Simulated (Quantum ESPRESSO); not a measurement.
Space group F-43m (No. 216); a = b = c = 6.489 Å, α = β = γ = 90.00°

```json
[
 {"atom": "Cd", "site": "4a", "symmetry": "-43m", "x": "0.0000", "y": "0.0000", "z": "0.0000"},
 {"atom": "Te", "site": "4c", "symmetry": "-43m", "x": "0.2500", "y": "0.2500", "z": "0.2500"}
]
```
(The calculation used a cell of 2 atoms; values per cell refer to that cell.)

Cell and atoms were relaxed with PBEsol from Materials Project entry mp-406, within its symmetry.

Q: What does norm-conserving PBEsol (Quantum ESPRESSO, 102 Ry, with spin-orbit coupling) give for the electronic structure near the Fermi level?

A: The PBEsol gap is direct, 0.37 eV at Γ.
